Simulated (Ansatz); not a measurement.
SiC:
```
SiC
1.0
    5.78741     0.00000     0.00000
    0.00000     3.12484     0.00000
    0.00000     0.00000     5.18329
Si C
4 4
Direct
  0.15934   0.25000   0.40434
  0.34066   0.75000   0.90434
  0.84066   0.75000   0.59566
  0.65934   0.25000   0.09566
  0.82350   0.25000   0.39684
  0.67650   0.75000   0.89684
  0.17650   0.75000   0.60316
  0.32350   0.25000   0.10316
```

This is the r²SCAN-relaxed structure. Cartesian axes are those of the cell as given.

Problem. All from DFT-r²SCAN in the program Ansatz with PAW potentials, unless another level is named. Give the smallest direct gap on the standard path.

Solution. 3.56 eV.

Problem. What about the formation energy from the elements (no fitted shifts)?

Solution. -0.096 eV/atom.

Problem. What about the band gap?

Solution. 3.02 eV (indirect).

Problem. Predict the valence-band maximum.

Solution. off the standard path, at k = (0.138, -0.060, 0.000).

Problem. Predict the weight of the conduction-edge state by species (Voronoi cells).

Solution. Si 63 %, C 37 %.

Space group Pnma. The start of the workflow was typed in or built on a structure type; neither database checked (COD, Materials Project) lists it. It is not the phase usual at ambient conditions (space group No. 186, 216). Symmetry was held in the r²SCAN relaxation; its stability against distortions is not shown here. The references are the lowest solids computed at this level, not always the standard phases.

Potentials: the later of the program's two PAW sets.
